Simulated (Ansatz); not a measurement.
Starting cell, Pd (fcc, Cu type):

```yaml
crystal:
  lattice:
    - [3.87574, 0.00000, 0.00000]
    - [0.00000, 3.87574, 0.00000]
    - [0.00000, 0.00000, 3.87574]
  atoms:
    - { symbol: Pd, position: [0.00000, 0.00000, 0.00000] }
    - { symbol: Pd, position: [0.50000, 0.50000, 0.00000] }
    - { symbol: Pd, position: [0.50000, 0.00000, 0.50000] }
    - { symbol: Pd, position: [0.00000, 0.50000, 0.50000] }
```

In this cell atom 3 (Pd, nearest neighbour Pd at 2.741 Å; its periodic images, 3.9 Å or more away, move with it) is moved by s along Cartesian [111], unit vector (0.577, 0.577, 0.577); all other atoms and the cell stay fixed.

The numbers are results of PBEsol (plane waves to 420 eV, PAW, scalar-relativistic; Ansatz, an electronic-structure program), not measurements. k mesh 10×10×10 (Γ-centred), Fermi-Dirac smearing 0.05 eV. E stands for the smeared free energy. With partly filled bands, energies and forces of such displacements shift with the k mesh and the smearing. On this mesh the relaxed cell isn't quite at rest: it carries a pressure of -0.1 GPa (compression positive) at the zero of the scan. Pd is run without spin polarisation. Pd was relaxed with its symmetry unable to fall. ΔE is measured from the undisplaced structure. The last digit holds for this mesh only.

```tsv
s (Å)	ΔE (meV/cell)
-0.270	378.8
-0.216	239.7
-0.162	133.9
-0.108	59.3
-0.054	14.8
0.000	0.0
0.054	14.8
0.108	59.3
0.162	133.9
0.216	239.7
0.270	378.8
```

What force constant k = d²E/ds² at s = 0 does the table give?

10 eV/Å². It is the second difference of the nearest points, corrected with the next pair.

With k = 10.15 eV/Å² from the forces, is the well harmonic out to s = 0.270 Å?

½ks² = 370 meV/cell against the computed 379 meV/cell, so the well is close to harmonic there.

(For displaced atoms, the force is minus the slope of the energy, and its curvature is a force constant, which sets phonon frequencies.)
